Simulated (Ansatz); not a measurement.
KI (rock salt)

```yaml
crystal:
  lattice:
    - [0.00000, 3.54577, 3.54577]
    - [3.54577, 0.00000, 3.54577]
    - [3.54577, 3.54577, 0.00000]
  atoms:
    - { symbol: I, position: [0.00000, 0.00000, 0.00000] }
    - { symbol: K, position: [0.50000, 0.50000, 0.50000] }
```

This relaxed cell (volume V₀) is scaled evenly in all directions, its shape held. Symmetry pins the atoms to their sites.

These are r2SCAN (plane waves to 500 eV, PAW, scalar-relativistic; Ansatz, a first-principles code) values and carry that method's errors. k mesh 8×8×8 (Γ-centred), Fermi-Dirac smearing 0.05 eV. Stress and pressure are positive under compression. KI was relaxed with its symmetry unable to fall. Spin-orbit coupling is left out, though I is heavy.

At one point of the scan the stress tensor (GPa) is:

```
  -0.27     0.00     0.00
   0.00    -0.27     0.00
   0.00     0.00    -0.27
```

### Question
Which point is it?
A) V/V₀ = 1.048
B) V/V₀ = 1.012
C) V/V₀ = 1.024
D) V/V₀ = 1.060

### Answer
C, V/V₀ = 1.024

(A scan under strain: stresses follow from slopes of the energy per volume, elastic moduli from its curvatures.)
